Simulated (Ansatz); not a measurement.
Si3N4 in space group P6_3/m (No. 176; Si on 6h, N on 2c, N on 6h) at seven volumes, plane-wave PAW PBEsol (Ansatz code), shape and atoms relaxed at each. One row is withheld.

```json
[
 {"V (Å³/atom)": "9.525", "P (GPa)": "27.12"},
 {"V (Å³/atom)": "9.839", "P (GPa)": "?"},
 {"V (Å³/atom)": "10.153", "P (GPa)": "7.80"},
 {"V (Å³/atom)": "10.467", "P (GPa)": "0.00"},
 {"V (Å³/atom)": "10.781", "P (GPa)": "-6.77"},
 {"V (Å³/atom)": "11.095", "P (GPa)": "-12.62"},
 {"V (Å³/atom)": "11.409", "P (GPa)": "-17.69"}
]
```

Question: Fit the shown pressures and predict the withheld one.

Answer: P = (3/2)B₀(x^(7/2) − x^(5/2))[1 + (3/4)(B′ − 4)(x − 1)] with x = (V₀/V)^(2/3). Least squares on the six rows gives V₀ = 10.467 Å³/atom, B₀ = 241 GPa, B′ = 3.73. At V = 9.839, x = 1.0421 and P = 16.73 GPa. The run itself gave 16.78 GPa.

The cell was relaxed with PBEsol under the symmetry of its start; of distortions, only those at the zone centre were tested.

Potentials: the later of the program's two PAW sets.
